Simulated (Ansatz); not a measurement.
Input for Ansatz (plane-wave DFT, PAW):

```yaml
crystal:
  lattice:
    - [4.1015206915, 0.0, 0.0]
    - [0.0, 4.1015206915, 0.0]
    - [0.0, 0.0, 5.2965566314]
  atoms:
    - { symbol: "N", position: [0.9067519957, 0.9067519957, 0.0] }
    - { symbol: "N", position: [0.5932480043, 0.4067519957, 0.5] }
    - { symbol: "N", position: [0.0932480043, 0.0932480043, 0.0] }
    - { symbol: "N", position: [0.4067519957, 0.5932480043, 0.5] }
basis:
  ecutwfc: 500
kpoints:
  mp_grid: { grid: [6, 6, 4] }
hamiltonian:
  xc: r2scan
scf:
  occupations: { method: gaussian, width: 0.02 }
output:
  forces: true
  stress: true
  eigenvalues: true
relax:
  adjacent_minimum: "off"
  f_tol: 0.01
  max_steps: 30
  cell: { stress_tol: 0.1, fix: [volume] }
```

Launched with
```bash
ansatz run input.yaml --threads 1 --pin off --max-ram 2560MiB --backend cpu --events-out ev --progress --plain --runs-dir out
```

The calculation used DFT r2SCAN, scalar-relativistic, plane waves, PAW (Ansatz).

Abridged output (iterations and final results):

```
SCF iter   1: F=—  HF=-1539.240423 eV  |F-HF|=—  |Δ(HF+E_count)|=         —  Δρ=7.96e-3  dr2=2.94e-2  dr2_τ=9.68e-1  ethr=1.77e-3  ⟨swp⟩=5.7  Hψ=2358  notcnv=0
SCF iter   2: F=—  HF=-1539.284425 eV  |F-HF|=—  |Δ(HF+E_count)|=   4.40e-2  Δρ=3.46e-3  dr2=3.68e-3  dr2_τ=8.01e-4  ethr=1.47e-4  ⟨swp⟩=2.0  Hψ=1022  notcnv=0
SCF iter   3: F=—  HF=-1539.287361 eV  |F-HF|=—  |Δ(HF+E_count)|=   2.94e-3  Δρ=7.30e-4  dr2=1.62e-4  dr2_τ=4.14e-5  ethr=1.84e-5  ⟨swp⟩=2.0  Hψ=780  notcnv=0
SCF iter   4: F=—  HF=-1539.287464 eV  |F-HF|=—  |Δ(HF+E_count)|=   1.03e-4  Δρ=1.22e-4  dr2=5.23e-6  dr2_τ=1.95e-6  ethr=8.10e-7  ⟨swp⟩=2.0  Hψ=648  notcnv=0
SCF iter   5: F=—  HF=-1539.287471 eV  |F-HF|=—  |Δ(HF+E_count)|=   6.73e-6  Δρ=1.19e-5  dr2=3.62e-8  dr2_τ=4.77e-9  ethr=2.62e-8  ⟨swp⟩=2.0  Hψ=660  notcnv=0
SCF iter   6: F=-1539.287471 eV  HF=-1539.287471 eV  |F-HF|=7.55e-11  |Δ(HF+E_count)|=   3.28e-8  Δρ=1.03e-6  dr2=3.37e-10  dr2_τ=1.77e-10  ethr=1.81e-10  ⟨swp⟩=3.0  Hψ=1648  notcnv=0
SCF 1 converged in 6 iterations: F = -1539.287471 eV  dr2 = 3.37e-10
relax step   1: F+E_penalty+E_count = -1539.28747081 eV  Δ(F+E_penalty+E_count) = +0.000e0 eV  max|allowed force component| = 1.247e0 eV/Å  Δτ_max = 0.0000 Å  P = +2.393 GPa  Ω = 89.101 Å³  fix = [volume]  reactions: volume +2.393 GPa (6 SCF iters, dr2 threshold 1.00e-7 eV, accepted)
Initial density: handed on by an earlier stage of this run
Initial wavefunctions: those handed on with the density
SCF iter   1: F=—  HF=-1539.309162 eV  |F-HF|=—  |Δ(HF+E_count)|=         —  Δρ=4.01e-3  dr2=8.49e-3  dr2_τ=1.10e-2  ethr=3.73e-5  ⟨swp⟩=2.1  Hψ=2252  notcnv=0
SCF iter   2: F=—  HF=-1539.306486 eV  |F-HF|=—  |Δ(HF+E_count)|=   2.68e-3  Δρ=1.29e-3  dr2=4.28e-4  dr2_τ=4.68e-5  ethr=3.73e-5  ⟨swp⟩=3.1  Hψ=835  notcnv=0
SCF iter   3: F=—  HF=-1539.306696 eV  |F-HF|=—  |Δ(HF+E_count)|=   2.10e-4  Δρ=3.53e-4  dr2=2.51e-5  dr2_τ=7.52e-6  ethr=2.14e-6  ⟨swp⟩=3.0  Hψ=810  notcnv=0
SCF iter   4: F=—  HF=-1539.306735 eV  |F-HF|=—  |Δ(HF+E_count)|=   3.89e-5  Δρ=1.59e-5  dr2=8.96e-8  dr2_τ=6.34e-8  ethr=2.00e-9  ⟨swp⟩=3.6  Hψ=1973  notcnv=0
SCF iter   5: F=-1539.306735 eV  HF=-1539.306735 eV  |F-HF|=6.95e-9  |Δ(HF+E_count)|=   9.08e-8  Δρ=4.55e-6  dr2=5.59e-9  dr2_τ=8.47e-10  ethr=4.48e-10  ⟨swp⟩=2.0  Hψ=1500  notcnv=0
SCF 2 converged in 5 iterations: F = -1539.306735 eV  dr2 = 5.59e-9
relax step   2: F+E_penalty+E_count = -1539.30673463 eV  Δ(F+E_penalty+E_count) = -1.926e-2 eV  max|allowed force component| = 1.737e-1 eV/Å  Δτ_max = 0.0064 Å  P = -0.205 GPa  Ω = 89.101 Å³  energy of the carried Pulay correction = +2.504e-17 eV  fix = [volume]  reactions: volume -0.205 GPa (5 SCF iters, dr2 threshold 4.00e-7 eV, accepted)
SCF iter   1: F=—  HF=-1539.307173 eV  |F-HF|=—  |Δ(HF+E_count)|=         —  Δρ=4.88e-4  dr2=1.25e-4  dr2_τ=1.66e-4  ethr=5.59e-7  ⟨swp⟩=2.0  Hψ=2258  notcnv=0
SCF iter   2: F=—  HF=-1539.307136 eV  |F-HF|=—  |Δ(HF+E_count)|=   3.73e-5  Δρ=1.56e-4  dr2=6.30e-6  dr2_τ=7.10e-7  ethr=5.59e-7  ⟨swp⟩=3.1  Hψ=715  notcnv=0
SCF iter   3: F=-1539.307139 eV  HF=-1539.307139 eV  |F-HF|=5.54e-7  |Δ(HF+E_count)|=   3.00e-6  Δρ=4.25e-5  dr2=3.59e-7  dr2_τ=1.06e-7  ethr=2.00e-9  ⟨swp⟩=6.2  Hψ=2164  notcnv=0
SCF 3 converged in 3 iterations: F = -1539.307139 eV  dr2 = 3.59e-7
relax step   3: F+E_penalty+E_count = -1539.30713927 eV  Δ(F+E_penalty+E_count) = -4.046e-4 eV  max|allowed force component| = 5.423e-3 eV/Å  Δτ_max = 0.0008 Å  P = +0.105 GPa  Ω = 89.101 Å³  energy of the carried Pulay correction = +1.252e-17 eV  fix = [volume]  reactions: volume +0.105 GPa (3 SCF iters, dr2 threshold 4.00e-7 eV, accepted)
Initial wavefunctions: pseudopotential atomic-orbital guess (no wavefunctions were taken with the density)
SCF iter   1: F=—  HF=-1539.307143 eV  |F-HF|=—  |Δ(HF+E_count)|=         —  Δρ=4.24e-5  dr2=3.57e-7  dr2_τ=1.03e-7  ethr=2.29e-8  ⟨swp⟩=3.1  Hψ=3684  notcnv=0
SCF iter   2: F=—  HF=-1539.307143 eV  |F-HF|=—  |Δ(HF+E_count)|=   2.26e-7  Δρ=2.13e-5  dr2=8.79e-8  dr2_τ=2.04e-8  ethr=1.78e-9  ⟨swp⟩=1.0  Hψ=420  notcnv=0
SCF iter   3: F=-1539.307143 eV  HF=-1539.307143 eV  |F-HF|=3.77e-11  |Δ(HF+E_count)|=   1.48e-7  Δρ=6.01e-7  dr2=9.79e-11  dr2_τ=7.89e-11  ethr=1.00e-12  ⟨swp⟩=4.1  Hψ=2140  notcnv=0
SCF 4 converged in 3 iterations: F = -1539.307143 eV  dr2 = 9.79e-11
SCF converged after 3 iterations
Free energy (F): -1539.307143 eV
Harris-Foulkes:  -1539.307143 eV  (|F-HF|=3.77e-11)
Internal energy: -1539.307143 eV  (E = F + TS)
E sigma→0 (E₀):  -1539.307143 eV
Fermi energy:    -2.186622 eV
--- Per-component energies (eV) ---
  E_band       = -226.541188
  E_kinetic    = 502.855586
  E_local      = -1488.437794  (includes V_loc(G=0)·N_el)
  E_nonlocal   = 190.420674
  E_hartree    = 475.818508
  E_xc         = -227.390937
  E_vxc        = -326.871412  (∫ρ·V_xc dr)
  E_paw        = -515.951765  (= ΣΔE_a)
  E_vpaw       = -78.991984  (= ΣTr[D̂ρ^β])
  E_aug_tail   = 0.000074  (compensation charges beyond the density's cutoff)
  E_vtau       = 22.846617  (kinetic-family band-sum trace: ∫τ·v_τ [+ j·A + Jᵃ·Aᵃ] dr)
  E_ewald      = -476.503231
  E_core_change = -0.118258  (= ΣΔE_core)
  E_smearing   =  0.000000  (= −TS)
--- Forces (eV/Å), atoms counted from 1 ---
  atom   1  N      0.00684425     0.00684425     0.00000000
  atom   2  N     -0.00684425     0.00684425     0.00000000
  atom   3  N     -0.00684425    -0.00684425     0.00000000
  atom   4  N      0.00684425    -0.00684425     0.00000000
--- Stress (GPa, compression-positive) ---
        0.094541       0.000000       0.000000
        0.000000       0.094541       0.000000
        0.000000       0.000000       0.105010
  P = ⅓ Tr σ = 0.0980 GPa (0.980 kbar)
--- Band table (eV; the first three rows and the last of 30) ---
  k-point 0: bands = ["-25.3186", "-25.2540", "-9.6604", "-9.6604", "-7.9533", "-7.3957", "-7.3957", "-7.2901", "-7.0141", "-6.2321", "1.6868", "2.6415", "2.9843", "2.9843"]
  k-point 1: bands = ["-25.3091", "-25.2632", "-9.6560", "-9.6560", "-7.9202", "-7.5432", "-7.4021", "-7.4021", "-6.7430", "-6.2818", "1.8133", "2.4864", "2.9765", "2.9765"]
  k-point 2: bands = ["-25.2861", "-25.2861", "-9.6516", "-9.6516", "-7.7936", "-7.7936", "-7.4086", "-7.4086", "-6.4499", "-6.4499", "2.1357", "2.1357", "2.9688", "2.9688"]
  k-point 29: bands = ["-25.2628", "-25.2628", "-10.0158", "-10.0158", "-7.7799", "-7.7799", "-7.5840", "-7.5840", "-6.0601", "-6.0601", "2.5585", "2.5585", "3.5526", "3.5526"]
--- Relaxed structure (3 steps of the walk, 3 accepted, 1 SCFs on fresh bases) ---
  F+E_penalty+E_count = -1539.30714267 eV   max|allowed force component| = 6.844e-3 eV/Å   (the final SCF, on the basis selected at the relaxed cell)
  cell:  # Å, volume = 89.1012 Å³
    - [4.10218884, 0.0, 0.0]
    - [0.0, 4.10218884, 0.0]
    - [0.0, 0.0, 5.29483140]
  atoms:
    - { symbol: N, position: [0.90578765, 0.90578765, 0.0] }
    - { symbol: N, position: [0.59421234, 0.40578765, 0.5] }
    - { symbol: N, position: [0.09421234, 0.09421234, 0.0] }
    - { symbol: N, position: [0.40578765, 0.59421234, 0.5] }
```

The relaxation met its thresholds.

Time: 9.8 s on 1 thread of Intel(R) Xeon(R) 6975P-C (Granite Rapids) (shared host), peak memory 0.57 GiB.

The cell holds molecules, and r2SCAN describes their binding at middle range but leaves out its long-range dispersion part.